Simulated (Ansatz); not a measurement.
**Question.** Name crystals whose computed values (plane-wave PAW LDA (Ansatz code)) fall in these windows: B₀ by P(V) fit (GPa) 70 to 88; highest Γ mode, no LO–TO term (cm⁻¹) 170 to 230.

**Answer.** 

```json
[
 {"crystal": "TePdSe, P3m1 (Te on 1a, Pd on 1b, Se on 1c)", "B₀ by P(V) fit (GPa)": "78.4", "highest Γ mode, no LO–TO term (cm⁻¹)": "204"},
 {"crystal": "YAs, rock salt", "B₀ by P(V) fit (GPa)": "87.9", "highest Γ mode, no LO–TO term (cm⁻¹)": "195"},
 {"crystal": "CuCl, zinc blende", "B₀ by P(V) fit (GPa)": "74.3", "highest Γ mode, no LO–TO term (cm⁻¹)": "190"}
]
```
Others may fit too.

Standing as an ambient phase not checked: TePdSe, P3m1 (Te on 1a, Pd on 1b, Se on 1c); YAs, rock salt. Weakly bound layers, chains or molecules computed without a dispersion correction, so cells and soft constants are ill determined: TePdSe, P3m1 (Te on 1a, Pd on 1b, Se on 1c). Perhaps ordered models of mixed-site phases: TePdSe, P3m1 (Te on 1a, Pd on 1b, Se on 1c). All cells were relaxed under the symmetry of their starts (and spin orders); stability against distortions was not tested throughout. Rows with no word on spin ran without spin polarisation. Spin–orbit coupling is left out wherever it is not named.

Potentials: the later of the program's two PAW sets.
